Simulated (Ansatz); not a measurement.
HfGe in space group P6/mmm (No. 191; Hf on 3f, Ge on 1a, Ge on 2d) under volume change, the program Ansatz at the PBE level (PAW), shape and atoms relaxed at each volume.

```csv
V (Å³/atom),E − E(relaxed) (meV/atom),P (GPa)
20.751,63.4,10.70
21.435,26.8,6.59
22.119,6.4,3.06
22.803,0.0,0.00
23.488,5.8,-2.65
24.172,22.0,-4.91
24.856,47.2,-6.84
```

### Question
What does a third-order Birch–Murnaghan fit give for V₀, B₀ and B′?

### Answer
V₀ = 22.80 Å³/atom, B₀ = 94.3 GPa, B′ = 4.0.

The cell is a constructed one: a structure type filled with these elements; neither database checked (COD, Materials Project) lists it. Its standing as an ambient phase is unchecked. The cell was relaxed with PBE under the symmetry of its start; its stability against distortions is not shown here. No spin polarisation was allowed. Spin–orbit coupling is left out wherever it is not named.

Potentials: the later of the program's two PAW sets.
